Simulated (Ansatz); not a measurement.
Starting cell, CsPbCl₃ (cubic perovskite):

```
CsPbCl3
1.0
    5.67350     0.00000     0.00000
    0.00000     5.67350     0.00000
    0.00000     0.00000     5.67350
Cs Pb Cl
1 1 3
Direct
  0.00000   0.00000   0.00000
  0.50000   0.50000   0.50000
  0.00000   0.50000   0.50000
  0.50000   0.50000   0.00000
  0.50000   0.00000   0.50000
```

In this cell atom 4 (Cl, nearest neighbour Pb at 2.837 Å; its periodic images, 5.7 Å or more away, move with it) is moved by s along Cartesian [111], unit vector (0.577, 0.577, 0.577); all other atoms and the cell stay fixed.

Calculation: r2SCAN (plane waves to 500 eV, PAW, scalar-relativistic; Ansatz, an electronic-structure program). k mesh 5×5×5 (Γ-centred), Fermi-Dirac smearing 0.05 eV. Stress and pressure are positive under compression. F∥ is the force on the atom along that direction. CsPbCl3 was relaxed with its symmetry unable to fall. Spin-orbit coupling is left out, though Pb is heavy. This is a high-temperature form of CsPbCl3. 

```tsv
s (Å)	P (GPa)	F∥ (eV/Å)
-0.570	___	0.694
-0.456	0.48	0.490
-0.342	0.26	0.321
-0.228	0.10	___
-0.114	0.01	0.086
0.000	-0.03	0.000
0.114	0.01	-0.086
0.228	0.10	___
0.342	0.26	-0.321
0.456	0.48	-0.490
0.570	___	-0.694
```

### Question
What belongs in the gaps?

### Answer

- -0.570, P (GPa): 0.76
- -0.228, F∥ (eV/Å): 0.189
- 0.228, F∥ (eV/Å): -0.189
- 0.570, P (GPa): 0.76

(A displaced cell: forces are minus the slopes of the energy, force constants its curvatures, and phonons follow from these.)
